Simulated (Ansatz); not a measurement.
**CO₂ with one atom moved: O-17 NMR of the central transition**

Cell: a computed structure from the Materials Project (it need not be an observed phase), relaxed with r2SCAN at fixed cell and then changed (atom 11 (O) moved by 0.15 Å).

```yaml
crystal:
  lattice:
    - [4.78455, 0.00000, 0.00000]
    - [0.00000, 6.31554, 0.00000]
    - [0.00000, 0.00000, 5.67889]
  atoms:
    - { symbol: C, position: [0.50000, 0.85374, 0.75000] }
    - { symbol: C, position: [0.00000, 0.35374, 0.75000] }
    - { symbol: C, position: [0.00000, 0.64626, 0.25000] }
    - { symbol: C, position: [0.50000, 0.14626, 0.25000] }
    - { symbol: O, position: [0.70142, 0.14557, 0.13625] }
    - { symbol: O, position: [0.29858, 0.14557, 0.36375] }
    - { symbol: O, position: [0.79858, 0.64557, 0.13625] }
    - { symbol: O, position: [0.20142, 0.35443, 0.86375] }
    - { symbol: O, position: [0.20142, 0.64557, 0.36375] }
    - { symbol: O, position: [0.79858, 0.35443, 0.63625] }
    - { symbol: O, position: [0.67214, 0.85565, 0.64560] }
    - { symbol: O, position: [0.29858, 0.85443, 0.86375] }
```

Sites (sets of like atoms) are named by element and the number of their first atom in this list.

The numbers come from a DFT calculation in Ansatz (r2SCAN, plane waves and PAW, scalar-relativistic, 500 eV cutoff, Γ-centred 5×4×4 k-points, Fermi–Dirac smearing 0.02 eV).

O-17 has I = 5/2 and Q = -25.58 mb (Pyykkö 2018); at 14.1 T its Larmor frequency is ν₀ = 81.4 MHz. Only the quadrupole interaction is simulated: positions count from each site's isotropic chemical shift, and J coupling is left out, as are shift anisotropy and dipolar coupling, which fast spinning averages.

Problem. Simulate the second-order pattern (fast magic-angle spinning, Gaussian broadening 0.1 kHz) of site O12 (1 C at 1.16 Å).

Solution. The calculation gives C_Q = -5.79 MHz and η = 0.02, so ν_Q = 0.868 MHz and the centre of gravity lies at -30.3 ppm (-2.47 kHz).

(offset (kHz), height): (-6.435, 0), (-6.282, 0), (-6.130, 3), (-5.978, 4), (-5.826, 4), (-5.674, 4), (-5.522, 4), (-5.370, 4), (-5.218, 4), (-5.066, 4), (-4.913, 4), (-4.761, 5), (-4.609, 5), (-4.457, 5), (-4.305, 5), (-4.153, 5), (-4.001, 7), (-3.849, 68), (-3.697, 57), (-3.545, 40), (-3.392, 35), (-3.240, 32), (-3.088, 30), (-2.936, 29), (-2.784, 28), (-2.632, 28), (-2.480, 28), (-2.328, 28), (-2.176, 28), (-2.023, 29), (-1.871, 30), (-1.719, 32), (-1.567, 35), (-1.415, 38), (-1.263, 45), (-1.111, 58), (-0.959, 100), (-0.807, 32), (-0.655, 0), (-0.502, 0)

At O12 V_zz points along its bond to C (within 2°).

At this cell the r2SCAN pressure is 9 GPa (principal stresses up to 25 GPa in size), so with r2SCAN the cell would grow if it were relaxed. With the atom moved the r2SCAN pressure is 9 GPa. The atoms aren't relaxed after the move (largest force 24.5 eV/Å).

Hardware: 1 thread of Arm Neoverse V2 (aarch64; 8 cores open to the job, memory cap 3.0 GiB, no GPU), a shared host with a load of 1.1 a core. Wall time 79 s, CPU time 78 s, peak memory 0.75 GiB.
